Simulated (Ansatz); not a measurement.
GaAs in space group P4/mmm (No. 123; Ga on 1b, As on 1a) under volume change, the program Ansatz at the LDA level (PAW), shape and atoms relaxed at each volume.

```csv
V (Å³/atom),E − E(relaxed) (meV/atom),P (GPa)
17.018,(withheld),(withheld)
17.579,18.4,5.55
18.140,4.3,2.55
18.701,0.0,0.00
19.262,3.9,-2.17
19.823,14.7,-3.96
20.384,(withheld),(withheld)
```

Question: Complete the blanks.

Answer: 
- 17.018, E − E(relaxed) (meV/atom): 43.9
- 17.018, P (GPa): 9.15
- 20.384, E − E(relaxed) (meV/atom): 31.4
- 20.384, P (GPa): -5.51

Question: What does a third-order Birch–Murnaghan fit give for V₀, B₀ and B′?

Answer: V₀ = 18.70 Å³/atom, B₀ = 77.9 GPa, B′ = 4.6.

The workflow started from a Materials Project entry (that database holds measured and hypothetical structures alike); the Crystallography Open Database copy checked does not list it. It is not the phase usual at ambient conditions (space group No. 216). Symmetry was held in the LDA relaxation; of distortions, only those at the zone centre were tested.

Potentials: the later of the program's two PAW sets.
